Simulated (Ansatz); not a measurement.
Q: Each is relaxed and computed with plane-wave PAW PBE (Ansatz code). Which is the only one with a gap?
A. CdF2, fluorite
B. YGe2, fluorite
C. YbGe2, fluorite
D. YSi2, fluorite

A: A, CdF2, fluorite. CdF2: gap 2.92 eV (indirect); YGe2: metal; YbGe2: metal; YSi2: metal. The 4f shell is in the valence, and the state reached may lie above the lowest one. Constructed cells (a structure type filled with these elements, in neither database checked): YGe2, fluorite; YbGe2, fluorite; YSi2, fluorite. Began spin-polarised and lost the moments: YbGe2, fluorite. All cells were relaxed under the symmetry of their starts (and spin orders); stability against distortions was not tested throughout. Rows with no word on spin ran without spin polarisation. No Hubbard U is applied. Spin–orbit coupling is left out wherever it is not named.

Potentials: the later of the program's two PAW sets.
